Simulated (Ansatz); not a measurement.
# CsHgBr₃ (Pm-3m), a vibration from a frozen displacement

The calculation used Ansatz, DFT r2SCAN, scalar-relativistic, plane waves, PAW. Settings: plane waves to 500 eV, k-mesh 8×8×8 (Γ-centred), Gaussian smearing 0.15 eV. Spin–orbit coupling is left out, which matters for the heavy elements here. No spin polarisation. Energies are free energies at this smearing, counted from the undisturbed cell; pressure is positive in compression.

Zero of the scan (as given, not relaxed at this level; it stands at -2.0 GPa, and it needn't be the usual structure):

```
CELL_PARAMETERS angstrom
5.77000 0.00000 0.00000
0.00000 5.77000 0.00000
0.00000 0.00000 5.77000
ATOMIC_POSITIONS crystal
Cs 0.00000 0.00000 0.00000
Hg 0.50000 0.50000 0.50000
Br 0.00000 0.50000 0.50000
Br 0.50000 0.00000 0.50000
Br 0.50000 0.50000 0.00000
```

Every Br atom is moved by x along the Cartesian unit vector (0.000, 0.000, 1.000); the cell and all other atoms stay fixed. The cell's volume is 192.10 Å³; the moved atoms weigh 239.712 u together and the others 333.497 u. Some rows repeat others by symmetry and weren't run.

| x (Å) | ΔE (meV/cell) | total force on the moved atoms along the move (eV/Å) | pressure (GPa) |
| --- | --- | --- | --- |
| -0.3000 | 56.17 | 0.5588 | -1.3084 |
| -0.2625 | 38.08 | 0.4118 | -1.4731 |
| -0.2250 | 24.89 | 0.2967 | -1.6124 |
| -0.1875 | 15.49 | 0.2083 | -1.7277 |
| -0.1500 | 8.99 | 0.1415 | -1.8202 |
| -0.1125 | 4.66 | 0.0918 | -1.8910 |
| -0.0750 | 1.94 | 0.0545 | -1.9411 |
| 0.0000 | 0.00 | 0.0000 | -1.9809 |
| 0.0750 | 1.94 | -0.0545 | -1.9411 |
| 0.1125 | 4.66 | -0.0918 | -1.8910 |
| 0.1500 | 8.99 | -0.1415 | -1.8202 |
| 0.1875 | 15.49 | -0.2083 | -1.7277 |
| 0.2250 | 24.89 | -0.2967 | -1.6124 |
| 0.2625 | 38.08 | -0.4118 | -1.4731 |
| 0.3000 | 56.17 | -0.5588 | -1.3084 |

Question: What frequency belongs to this motion?

Answer: The force constant is k = −dF/dx = 0.727 eV/Å², from the parabola through x = -0.0750, 0 and 0.0750. In every cell the moved atoms swing against the rest, so the mass is μ = m₁m₂/(m₁ + m₂) = 139.466 u, and ν̃ = 521.5 cm⁻¹ × √(|k|/μ) = 38 cm⁻¹, at this cell's pressure of -2.0 GPa. The pattern needn't be a normal mode: ν̃² is then a weighted mean of the squared nonzero frequencies at the zone centre of this cell, so it lies between the lowest and the highest of them.

Question: How far does the harmonic law reach?

Answer: At x = -0.300 Å, kx²/2 = 32.70 meV against the computed 56.17 meV (+71.8 %): the well stiffens in this direction at large amplitude.

Question: The pressure changes with x². What does that say about the frequency under compression?

Answer: With E = k(V)x²/2, k ∝ V^(−2γ) and x scaling with the cell as V^(1/3), P − P0 = −∂E/∂V = (2γ − 2/3) ΔE/V. At x = 0.1125 Å, V(P − P0) = 192.10 × 0.08983 / 160.2 eV = 107.71 meV and ΔE = 4.66 meV, so γ = 1/3 + V(P − P0)/(2ΔE) = 11.90. This is the Grüneisen parameter of the motion under uniform scaling of the cell: shrinking the cell evenly by 1 % in volume raises the frequency by about 11.90 %. Values this far from the 1 to 3 of most solids mark a soft motion whose force constant is small beside what it shares with volume.

No gap shows at this level, though a semilocal functional can close a small gap that the real compound has; without a gap these slopes depend on the k mesh and the smearing.

Many cubic perovskites lower their energy by tilts or polar distortions; a scan of this one displacement doesn't rule them out.